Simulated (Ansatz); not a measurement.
An ordered 4-atom cell of K₂IF on the rocksalt lattice (R-3m), relaxed with r2SCAN: 4 runs in Ansatz 0.2.0, each a calculation of independent-particle optics. It is trigonal, R-3m (No. 166); a = 4.337 Å, c = 21.918 Å in the conventional setting, 29.76 Å³ an atom. Around F lie 6 K at 2.84 Å; around I lie 6 K at 3.41 Å; around K lie 3 F at 2.84 Å and 3 I at 3.41 Å. No spin polarisation and no zero-point or thermal motion; the cell was built from a prototype and may be hypothetical.

```
CELL_PARAMETERS angstrom
2.16868 1.25209 7.30610
-2.16868 1.25209 7.30610
0.00000 -2.50417 7.30610
ATOMIC_POSITIONS crystal
F 0.00000 0.00000 0.00000
I 0.50000 0.50000 0.50000
K 0.27250 0.27250 0.27250
K 0.72750 0.72750 0.72750
```

On meshes this coarse, single peaks can be features of the mesh. No local fields, no excitons; the zone sum runs over the cells of the mesh, and ε∞ includes the bands left out of the spectrum. Up to four peaks are listed, those above 15 % of the tallest and inside the complete range; the four can differ from row to row.

| functional | k mesh | broadening (eV) | scissors (eV) | range (eV) | direct gap on the mesh before scissors (eV) | ε∞ xx | ε∞ yy | ε∞ zz | complete up to (eV) | tallest peaks of mean ε₂ (eV) |
| --- | --- | --- | --- | --- | --- | --- | --- | --- | --- | --- |
| PBE | 6×6×6 | 0.1 | 0.00 | 0–16 | 3.10 | 2.99 | 2.99 | 3.12 | 16.0 | 6.10 7.15 8.00 8.75 |
| r2SCAN | 6×6×6 | 0.1 | 0.00 | 0–16 | 3.63 | 2.77 | 2.77 | 2.91 | 16.0 | 6.65 7.80 8.65 9.25 |
| LDA | 6×6×6 | 0.1 | 0.00 | 0–16 | 2.69 | 3.11 | 3.11 | 3.26 | 16.0 | 5.85 6.95 7.85 8.55 |
| PBE | 6×6×6 | 0.1 | 1.03 (to HSE06) | 0–16 | 3.10 | 2.77 | 2.77 | 2.88 | 16.0 | 7.15 8.20 9.05 9.80 |

Spin-orbit coupling is left out, which matters wherever the heavy atoms make up the band edges.
